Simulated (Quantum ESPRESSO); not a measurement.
```xyz
2
Lattice="4.6652 0.0000 0.0000 0.0000 4.6652 0.0000 0.0000 0.0000 4.6652" Properties=species:S:1:pos:R:3 pbc="T T T"
Cs     0.0000     0.0000     0.0000
I      2.3326     2.3326     2.3326
```
The cell comes from the Materials Project (a computed structure). It is CsI in Pm-3m. Stability against distortions was not tested.

With PBE (σ by GIPAW in a modified build of Quantum ESPRESSO; JTH PAW datasets, 20 Ha):

```tsv
quantity	PBE
σ_iso Cs (ppm)	5383.2
σ_iso I (ppm)	4519.3
```

These are absolute shieldings with no macroscopic susceptibility term; δ = σ_ref − σ needs a reference computed alike. In our sweeps, cutoffs and meshes of this size left a few ppm, and up to some 20 ppm on atoms from Zn on. No spin–orbit coupling; Cs is the heaviest element present. No d partial waves on I: the paramagnetic term there is incompletely reconstructed.

### Question
What does the LDA, on its own JTH datasets and the same geometry, give?

### Answer
```
quantity           LDA  LDA − PBE
--------------  ------  ---------
σ_iso Cs (ppm)  5295.6      -87.6
σ_iso I (ppm)   4337.2     -182.0
```
